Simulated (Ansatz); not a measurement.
Rb₂ScAgCl₆ in space group Fm-3m (No. 225; Rb on 8c, Sc on 4a, Ag on 4b, Cl on 24e) under volume change, plane-wave PAW r²SCAN (Ansatz code), shape and atoms relaxed at each volume.

```tsv
V (Å³/atom)	E − E(relaxed) (meV/atom)	P (GPa)
25.289	26.9	3.80
26.122	(withheld)	(withheld)
26.956	2.6	1.04
27.790	0.0	0.00
28.623	2.3	-0.84
29.457	8.5	-1.53
30.291	(withheld)	(withheld)
```

Task: Complete the blanks.

Result: 
- 30.291, E − E(relaxed) (meV/atom): 18.0
- 30.291, P (GPa): -2.10
- 26.122, E − E(relaxed) (meV/atom): 11.2
- 26.122, P (GPa): 2.29

Task: What does a third-order Birch–Murnaghan fit give for V₀, B₀ and B′?

Result: V₀ = 27.79 Å³/atom, B₀ = 31.0 GPa, B′ = 5.6.

The workflow started from a Materials Project entry (that database holds measured and hypothetical structures alike); the Crystallography Open Database copy checked does not list it. Its standing as an ambient phase is unchecked. Symmetry was held in the r²SCAN relaxation; whether a distortion lowers the energy is not shown. The run is not spin-polarised.

Potentials: the later of the program's two PAW sets.
